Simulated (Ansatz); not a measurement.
Polymorphs of SnSb, each relaxed with the program Ansatz at the LDA level (PAW):

A: CsCl type (Pm-3m)
a = 3.708 Å, b = 3.708 Å, c = 3.708 Å, α = 90.00°, β = 90.00°, γ = 90.00°

```json
[
 {"atom": "Sn", "site": "1b", "symmetry": "m-3m", "x": "0.5000", "y": "0.5000", "z": "0.5000"},
 {"atom": "Sb", "site": "1a", "symmetry": "m-3m", "x": "0.0000", "y": "0.0000", "z": "0.0000"}
]
```

B: rock salt (Fm-3m)
a = b = c = 6.0378 Å, α = β = γ = 90.00°

| atom | site | symmetry | x | y | z |
|---|---|---|---|---|---|
| Sn | 4b | m-3m | 0.5000 | 0.5000 | 0.5000 |
| Sb | 4a | m-3m | 0.0000 | 0.0000 | 0.0000 |

Order them by energy per atom at 0 K (lowest first) at the level LDA.

B (+0 meV/atom), A (+127 meV/atom)

Standing as an ambient phase not checked: A; B. All cells were relaxed under the symmetry of their starts (and spin orders); stability against distortions was not tested throughout. Scalar-relativistic: spin–orbit coupling is off unless named, which matters more the heavier the elements.

Energies hold the estimated change up to a 700 eV cutoff; steps of a few meV lie near the error of the meshes.

Potentials: the later of the program's two PAW sets.
